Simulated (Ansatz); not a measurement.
The cell below belongs to a search over invented structures; it isn't taken from experiment.

Input and command of a plane-wave DFT calculation in Ansatz:

```yaml
crystal:
  lattice:
    - [3.57688674, -5.05848174, 0.0]
    - [3.57688674, 5.05848174, 0.0]
    - [0.0, 0.0, 3.57688674]
  atoms:
    - { symbol: V, position: [0.75, 0.75, 0.5], spin: 2.0 }
    - { symbol: V, position: [0.25, 0.25, 0.5], spin: 2.0 }
    - { symbol: Sb, position: [0.5, 0.5, 0.0] }
    - { symbol: As, position: [0.5, 0.0, 0.5] }
    - { symbol: As, position: [0.0, 0.5, 0.5] }
    - { symbol: As, position: [0.0, 0.0, 0.0] }
basis:
  ecutwfc: 420
kpoints:
  mp_grid: { grid: [3, 3, 5] }
hamiltonian:
  xc: pbe
scf:
  occupations: { method: gaussian, width: 0.2 }
  lower_state_search: "off"
output:
  forces: true
  stress: true
  eigenvalues: true
  populations: true
magnetization:
  spin_polarized: true
relax:
  adjacent_minimum: "off"
  f_tol: 0.08
  max_steps: 16
  cell: { stress_tol: 0.8 }
```

```bash
ansatz run input.yaml --threads 1 --pin off --max-ram 2560MiB --backend cpu --events-out ev --progress --plain --runs-dir out
```

Processor: Intel(R) Xeon(R) Platinum 8375C CPU @ 2.90GHz (Ice Lake), 1 thread, on a host shared with other jobs.

Problem. Estimate time, memory and problem size.

Solution. About 75 s, peak memory 0.58 GiB. It solves 54 bands at 12 k points (after reduction by symmetry) with about 2465 plane waves (on the last cell), in 72 SCF iterations over 5 ionic steps.
